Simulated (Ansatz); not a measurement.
In₂O₃:
```xyz
40
Lattice="-5.0311 5.0311 5.0311 5.0311 -5.0311 5.0311 5.0311 5.0311 -5.0311" Properties=species:S:1:pos:R:3 pbc="T T T"
In     2.5155     2.5155     2.5155
In    -2.5155     2.5155     2.5155
In     2.5155    -2.5155     2.5155
In     2.5155     2.5155    -2.5155
In     4.6929     0.0000     2.5155
In     0.3382     0.0000     7.5466
In     2.5155     4.6929     0.0000
In     7.5466     0.3382     0.0000
In     0.0000     2.5155     4.6929
In     0.0000     7.5466     0.3382
In     0.3382     5.0311     2.5155
In     4.6929     5.0311    -2.5155
In     2.5155     0.3382     5.0311
In    -2.5155     4.6929     5.0311
In     5.0311     2.5155     0.3382
In     5.0311    -2.5155     4.6929
O      3.9261     1.5528     3.8423
O      6.1360     3.4783     3.8423
O     -1.1050     3.4783     6.2198
O      1.1050     1.5528     6.2198
O      3.8423     3.9261     1.5528
O      3.8423     6.1360     3.4783
O      6.2198    -1.1050     3.4783
O      6.2198     1.1050     1.5528
O      1.5528     3.8423     3.9261
O      3.4783     3.8423     6.1360
O      3.4783     6.2198    -1.1050
O      1.5528     6.2198     1.1050
O      1.1050     3.4783     1.1887
O     -1.1050     1.5528     1.1887
O      6.1360     1.5528    -1.1887
O      3.9261     3.4783    -1.1887
O      1.1887     1.1050     3.4783
O      1.1887    -1.1050     1.5528
O     -1.1887     6.1360     1.5528
O     -1.1887     3.9261     3.4783
O      3.4783     1.1887     1.1050
O      1.5528     1.1887    -1.1050
O      1.5528    -1.1887     6.1360
O      3.4783    -1.1887     3.9261
```

Relaxed with LDA. Special points in fractions of this cell's reciprocal vectors: Γ (0.000, 0.000, 0.000); H (0.500, -0.500, 0.500); N (0.000, 0.000, 0.500); P (0.250, 0.250, 0.250).

### Question
List the band energies nearest the valence-band maximum at these points for plane-wave PAW LDA (Ansatz code).

### Answer
In eV from the valence-band maximum; about four levels below and three above (degenerate sets whole), none deeper than 8.9 eV; points with the same levels are listed once.

```csv
k,below,above
Γ,-0.26 -0.26 -0.26 0.00 0.00 0.00,1.17 5.49 5.49 5.49
H,-0.24 -0.24 -0.24 -0.24 -0.24 -0.17,4.12 4.12 4.12
N,-0.16 -0.16 -0.04 -0.04,3.25 3.25 4.99 4.99
P,-0.11 -0.11 -0.11 -0.11,3.87 3.87 3.87 3.87
```

Space group Ia-3 (bixbyite). Symmetry was held in the LDA relaxation. Spin–orbit coupling is left out wherever it is not named.

Potentials: the later of the program's two PAW sets.
